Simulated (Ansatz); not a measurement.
## Structure relaxation, ZrO₂

The start is a generated cell, ZrO2 placed in the alpha-cristobalite structure type. The structure is fully relaxed (lattice and positions, P = 0) with r2SCAN (plane waves to 500 eV, PAW, scalar-relativistic; Ansatz, a quantum-chemistry and plane-wave program). The first steps use a coarse 4×4×3 k-mesh.

Starting cell:
```
ZrO2
1.0
    5.68640     0.00000     0.00000
    0.00000     5.68640     0.00000
    0.00000     0.00000     7.90418
Zr O
4 8
Cartesian
  1.73265   1.73265   0.00000
  4.57585   1.11055   5.92813
  1.11055   4.57585   1.97604
  3.95375   3.95375   3.95209
  1.35393   0.63062   1.44330
  4.19713   2.21258   4.48483
  1.48927   3.47382   0.53274
  4.33247   5.05578   5.39539
  5.05578   4.33247   2.50879
  2.21258   4.19713   3.41935
  3.47382   1.48927   7.37144
  0.63062   1.35393   6.46088
```

Q: How does the volume per atom move from start to end?

A: +44.9 %, from 21.30 to 30.86 Å³/atom.

Q: How do the shortest distances between atoms change?

A: The closest pairs of elements (up to four, under 3.6 Å), start → end: O–Zr 1.84 → 1.96 Å; O–O 2.99 → 3.20 Å; Zr–Zr 3.52 → 3.92 Å.

Q: Is the relaxed structure metallic? Give its gap.

A: 5.28 eV, direct (no spin-orbit coupling).

Q: Give the final cell and atomic positions.

A: 
```cif
data_O16Zr8
_chemical_formula_sum 'Zr8 O16'
_space_group_name_H-M_alt 'Fd-3m :1'
_space_group_IT_number 227
_space_group_name_Hall 'F 4d 2 3 -1d'
_cell_length_a 9.04773
_cell_length_b 9.04773
_cell_length_c 9.04773
_cell_angle_alpha 90.000
_cell_angle_beta 90.000
_cell_angle_gamma 90.000
loop_
_atom_site_label
_atom_site_type_symbol
_atom_site_symmetry_multiplicity
_atom_site_Wyckoff_symbol
_atom_site_fract_x
_atom_site_fract_y
_atom_site_fract_z
_atom_site_occupancy
Zr1 Zr 8 b 0.50000 0.50000 0.50000 1
O1 O 16 d 0.62500 0.62500 0.62500 1
```
(The calculation used a cell of 6 atoms; values per cell refer to that cell.)

Final values are on a 5×5×5 k-mesh of the relaxed cell. No spin polarisation in the result.

The run could not lose the symmetry of its start, so the end can be a saddle point.

The relaxed structure here is a generated cell of ZrO2: the first start was made by placing the elements on the sites of a structure type, and the end was not matched to a known phase here, so it may be hypothetical. Known forms of ZrO2 include space group No. 14, 137, 225.
